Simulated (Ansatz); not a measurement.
Starting cell, FeNi$_{3}$ (Cu3Au type):

```xyz
4
Lattice="3.5443 0.0000 0.0000 0.0000 3.5443 0.0000 0.0000 0.0000 3.5443" Properties=species:S:1:pos:R:3 pbc="T T T"
Ni     0.0000     1.7721     1.7721
Ni     1.7721     1.7721     0.0000
Ni     1.7721     0.0000     1.7721
Fe     0.0000     0.0000     0.0000
```

Scan: atom 3 (Ni, nearest neighbour Ni at 2.506 Å; its periodic images, 3.5 Å or more away, move with it) is displaced along Cartesian x, direction (1.000, 0.000, 0.000) in Cartesian axes, by s. The other atoms stay.

All values below come from PBE (plane waves to 420 eV, PAW, scalar-relativistic; Ansatz, a first-principles code). k mesh 11×11×11 (Γ-centred), Fermi-Dirac smearing 0.05 eV. Energies are smeared free energies. With partly filled bands, energies and forces of such displacements shift with the k mesh and the smearing. FeNi3 was relaxed with its symmetry unable to fall. Relaxed FeNi3 ends ferromagnetic. The magnetic order is the one the run started from; other orders were not tried. The zero of ΔE is the undisplaced structure. The last digit holds for this mesh only.

```json
[
 {"s (Å)": "-0.500", "ΔE (meV/cell)": "1150.1"},
 {"s (Å)": "-0.400", "ΔE (meV/cell)": "withheld"},
 {"s (Å)": "-0.300", "ΔE (meV/cell)": "388.3"},
 {"s (Å)": "-0.200", "ΔE (meV/cell)": "167.7"},
 {"s (Å)": "-0.100", "ΔE (meV/cell)": "41.1"},
 {"s (Å)": "0.000", "ΔE (meV/cell)": "0.0"},
 {"s (Å)": "0.100", "ΔE (meV/cell)": "41.1"},
 {"s (Å)": "0.200", "ΔE (meV/cell)": "167.7"},
 {"s (Å)": "0.300", "ΔE (meV/cell)": "388.3"},
 {"s (Å)": "0.400", "ΔE (meV/cell)": "withheld"},
 {"s (Å)": "0.500", "ΔE (meV/cell)": "1150.1"}
]
```

Question: Fit an even polynomial form (powers 2, 4, 6) to the given rows and predict ΔE at s = -0.400.

Answer: Least squares on the 9 given rows: ΔE = (4083)·s² + (2849)·s⁴ + (-3122)·s⁶, in meV/cell with s in Å; root-mean-square residual 0.04 meV/cell. At -0.400 the fit gives 713.4 meV/cell; the calculation gives 712.8 meV/cell, so the interpolation is off by 0.6 (+0.1 %). The quadratic term alone would give 653.3 meV/cell.

(For displaced atoms, the force is minus the slope of the energy, and its curvature is a force constant, which sets phonon frequencies.)
